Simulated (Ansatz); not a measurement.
Relaxed-ion elastic tensor of Zr2AlN in space group P6_3/mmc (No. 194; Zr on 4f, Al on 2d, N on 2a) in GPa (Voigt order), plane-wave PAW r²SCAN (Ansatz code); density 5.65 g/cm³, 16.41 Å³ per atom.

```json
[
 {"": "1", "1": "283", "2": "77.7", "3": "92.9", "4": "0.0", "5": "0.0", "6": "0.0"},
 {"": "2", "1": "77.7", "2": "283", "3": "92.9", "4": "0.0", "5": "0.0", "6": "0.0"},
 {"": "3", "1": "92.9", "2": "92.9", "3": "258", "4": "0.0", "5": "0.0", "6": "0.0"},
 {"": "4", "1": "0.0", "2": "0.0", "3": "0.0", "4": "117", "5": "0.0", "6": "0.0"},
 {"": "5", "1": "0.0", "2": "0.0", "3": "0.0", "4": "0.0", "5": "117", "6": "0.0"},
 {"": "6", "1": "0.0", "2": "0.0", "3": "0.0", "4": "0.0", "5": "0.0", "6": "103"}
]
```

**Question.** Is the crystal mechanically stable?

**Answer.** Yes: the smallest eigenvalue of C is 103 GPa.

**Question.** Work out the Voigt, Reuss and Hill averages.

**Answer.** K_V = 150, K_R = 150, K_H = 150; G_V = 105, G_R = 103, G_H = 104 GPa.

**Question.** Give Young's modulus, Poisson's ratio, Pugh's ratio and the universal anisotropy index.

**Answer.** E = 9KG/(3K + G) = 253 GPa; ν = 0.22; K/G = 1.44 (brittle by the Pugh limit of 1.75); A_U = 5G_V/G_R + K_V/K_R − 6 = 0.08.

**Question.** Estimate the sound speeds and the Debye temperature.

**Answer.** v_l = √((K + 4G/3)/ρ) = 7150 m/s, v_t = √(G/ρ) = 4290 m/s, mean 4740 m/s; Θ = (h/k)(3n/4πV)^(1/3) v_m = 556 K.

**Question.** Solve the Christoffel equation for the three sound speeds along x, y, z.

**Answer.** Eigenvalues of C_ijkl n_j n_l equal ρv². In km/s, slowest first: x 4.26, 4.55, 7.07; y 4.26, 4.55, 7.07; z 4.55, 4.55, 6.76.

**Question.** How much does each axis shrink under pressure?

**Answer.** Linear compressibilities β_i = Σ_j S_ij (j = 1 to 3): x 2.2, y 2.2, z 2.3 per TPa.

The workflow started from a Materials Project entry (that database holds measured and hypothetical structures alike); the Crystallography Open Database copy checked does not list it. Its standing as an ambient phase is unchecked. Symmetry was held in the r²SCAN relaxation; whether a distortion lowers the energy is not shown. No spin polarisation was allowed. As this level gives no gap, shear constants depend on the k-mesh and smearing (Fermi–Dirac, 0.1 eV here).

Potentials: the later of the program's two PAW sets.
